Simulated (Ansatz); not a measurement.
Ru:
```
CELL_PARAMETERS angstrom
      2.70352     0.00000     0.00000
     -1.35176     2.34131     0.00000
      0.00000     0.00000     4.26398
ATOMIC_POSITIONS crystal
  Ru 0.33333 0.66667 0.75000
  Ru 0.66667 0.33333 0.25000
```

Relaxed with r²SCAN. Special points in fractions of this cell's reciprocal vectors: Γ (0.000, 0.000, 0.000); M (0.500, 0.000, 0.000); K (0.333, 0.333, 0.000); A (0.000, 0.000, 0.500); L (0.500, 0.000, 0.500); H (0.333, 0.333, 0.500).

Question: List the band energies nearest the Fermi level at these points for the program Ansatz at the r²SCAN level (PAW).

Answer: In eV from the Fermi level; about four levels below and three above (degenerate sets whole), none deeper than 8.9 eV; … stands for higher levels left out; points with the same levels are listed once.

```csv
k,below,above
Γ,-2.03 -2.03 -1.52 -1.52,1.22 1.22 …
M,-3.22 -2.20 -1.91 -1.59,1.45 1.89 1.99
K,-4.00 -3.02 -3.02 -1.14,1.06 1.06 1.51
A,-2.94 -2.94 -2.94 -2.94 -2.84 -2.84,…
L,-4.79 -4.79 -1.15 -1.15,0.45 0.45 1.72 1.72
H,-2.89 -2.89 -1.28 -1.28,1.27 1.27 …
```

Space group P6_3/mmc (hcp (Mg type)). The r²SCAN relaxation kept the symmetry of its start. The run is not spin-polarised. Spin–orbit coupling is left out wherever it is not named.

Potentials: the later of the program's two PAW sets.
